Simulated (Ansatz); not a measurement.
Li$_{3}$Hg:
```xyz
4
Lattice="0.0000 3.2263 3.2263 3.2263 0.0000 3.2263 3.2263 3.2263 0.0000" Properties=species:S:1:pos:R:3 pbc="T T T"
Li     1.6131     1.6131     1.6131
Li     4.8394     4.8394     4.8394
Hg     0.0000     0.0000     0.0000
Li     3.2263     3.2263     3.2263
```

Relaxed with PBEsol. Special points in fractions of this cell's reciprocal vectors: Γ (0.000, 0.000, 0.000); X (0.500, 0.000, 0.500); U (0.625, 0.250, 0.625); K (0.375, 0.375, 0.750); L (0.500, 0.500, 0.500); W (0.500, 0.250, 0.750).

Problem. List the band energies nearest the Fermi level at these points for the program Ansatz at the PBEsol with spin–orbit coupling level (PAW).

Solution. In eV from the Fermi level; about four levels below and three above (degenerate sets whole), none deeper than 8.9 eV; points with the same levels are listed once.

```
k                    below                          above
-  -----------------------  -----------------------------
Γ  -6.39 -6.39 -6.39 -6.39  2.47 2.47 3.52 3.52 3.52 3.52
X  -0.53 -0.53 -0.18 -0.18            2.63 2.63 5.03 5.03
U  -1.57 -1.57 -1.18 -1.18            0.23 0.23 3.50 3.50
L  -5.11 -5.11 -2.47 -2.47            1.85 1.85 2.51 2.51
W  -0.96 -0.96 -0.65 -0.65            4.61 4.61 6.30 6.30
```

Space group Fm-3m. The workflow started from an entry of the Crystallography Open Database (COD). Whether it is the stable phase at ambient conditions was not checked. The cell was relaxed with PBEsol under the symmetry of its start; of distortions, only those at the zone centre were tested.

Potentials: the later of the program's two PAW sets.
